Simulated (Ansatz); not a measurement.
## NaVSiCO7: 17O NMR of the central transition

Cell: a computed structure from the Materials Project (it need not be an observed phase), taken as it stands.

Space group P2_1 (No. 4); a = 5.4077, b = 6.4261, c = 9.0624 Å, β = 93.26°.

| site | Wyckoff | site symmetry | x | y | z |
| --- | --- | --- | --- | --- | --- |
| Na | 2a | 1 | 0.2352 | 0.5142 | 0.7761 |
| V | 2a | 1 | 0.7982 | 0.2341 | 0.6562 |
| Si | 2a | 1 | 0.7248 | 0.7402 | 0.5620 |
| C | 2a | 1 | 0.7224 | 0.2565 | 0.9199 |
| O9 | 2a | 1 | 0.3102 | 0.7555 | 0.9469 |
| O10 | 2a | 1 | 0.9431 | 0.2504 | 0.8598 |
| O11 | 2a | 1 | 0.5467 | 0.2595 | 0.8112 |
| O12 | 2a | 1 | 0.7864 | 0.9531 | 0.6586 |
| O13 | 2a | 1 | 0.7949 | 0.5401 | 0.6623 |
| O14 | 2a | 1 | 0.1052 | 0.2544 | 0.5835 |
| O15 | 2a | 1 | 0.4310 | 0.7441 | 0.5019 |

One atom of each set is listed.

Computed with Ansatz: DFT, PBE, plane waves and PAW, scalar-relativistic, 420 eV cutoff, Γ-centred 4×3×3 k-points, Fermi–Dirac smearing 0.02 eV.

17O has I = 5/2 and Q = -25.58 mb (Pyykkö 2018); at 28.2 T its Larmor frequency is ν₀ = 162.8 MHz. Only the quadrupole interaction is simulated: positions count from each site's isotropic chemical shift, and J coupling is left out, as are shift anisotropy and dipolar coupling, which fast spinning averages.

(1) What does the 17O spectrum (fast magic-angle spinning) show for each site?

Answers

(1) 

```csv
site,first shell,C_Q (MHz),η,P_Q (MHz),δ_QIS (ppm),breadth (kHz)
O9,"1 C at 1.23 Å, 1 Na at 2.21 Å, angle 131°",7.63,0.48,7.92,-14.2,5.36
O10,"1 C at 1.34 Å, 1 V at 1.97 Å, angle 94°; also 1 Na at 2.47 Å",-5.55,0.32,5.64,-7.21,2.70
O11,"1 C at 1.33 Å, 1 V at 2.02 Å, angle 92°; also 1 Na at 2.36 Å",-5.88,0.33,5.98,-8.10,3.03
O12,"1 Si at 1.65 Å, 1 V at 1.81 Å, angle 146°",-3.45,0.30,3.50,-2.78,1.04
O13,"1 Si at 1.61 Å, 1 V at 1.97 Å, angle 142°; also 2 Na at 2.55–3.26 Å",-4.19,0.17,4.21,-4.00,1.46
O14,"1 Si at 1.65 Å, 1 V at 1.83 Å, angle 147°; also 1 Na at 2.49 Å",-4.33,0.38,4.44,-4.45,1.68
O15,"1 Si at 1.65 Å, 1 V at 1.84 Å, angle 148°; also 1 Na at 3.13 Å",3.63,0.97,4.16,-3.92,1.41
```

δ_QIS = −(ν_Q²/30ν₀²)[I(I+1) − 3/4](1 + η²/3) × 10⁶ ppm with ν_Q = 3|C_Q|/[2I(2I−1)]; it falls as 1/B₀² in ppm, and the breadth as 1/B₀ in kHz.

At O12 and O13 V_zz runs parallel to the line that joins its two neighbours (within 6°) in each case. At O14 V_zz points along the shorter of its two bonds, to Si (within 7°).

The largest force is 0.6 eV/Å, so the atoms aren't at the calculated equilibrium and relaxing them would move these values.

The run took 22 s of wall time (22 s of CPU time) and 0.84 GiB at its peak, on 1 thread of AMD EPYC 9R45 (Zen 5) (x86_64; 90 cores open to the job, memory cap 2.5 GiB, no GPU), a shared host with a load of 0.5 a core.
